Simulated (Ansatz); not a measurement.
HfO₂:
```xyz
12
Lattice="5.2467 0.0000 0.0000 0.0000 5.0306 0.0000 0.0000 0.0000 5.0594" Properties=species:S:1:pos:R:3 pbc="T T T"
Hf     0.1705     1.3433     1.2197
Hf     5.0761     3.6873     3.7494
Hf     2.4528     1.3433     3.7494
Hf     2.7938     3.6873     1.2197
O      1.9258     0.3522     1.9264
O      3.3209     4.6784     4.4562
O      0.6976     0.3522     4.4562
O      4.5491     4.6784     1.9264
O      3.8414     2.3197     2.4850
O      1.4052     2.7109     5.0147
O      4.0286     2.3197     5.0147
O      1.2181     2.7109     2.4850
```

Relaxed with r²SCAN.

Q: Give the Bader charges and basin volumes of the independent atoms, r²SCAN (plane waves, PAW; program Ansatz).

A: 

```tsv
atom	Bader charge (e)	Bader volume (Å³)
Hf1	+2.74	9.8
O5	-1.36	12.3
O9	-1.38	11.3
```

Space group Pca2_1. The cell was relaxed with r²SCAN under the symmetry of its start. No spin polarisation was allowed. Scalar-relativistic: spin–orbit coupling is off unless named, which matters more the heavier the elements.

Potentials: the later of the program's two PAW sets.
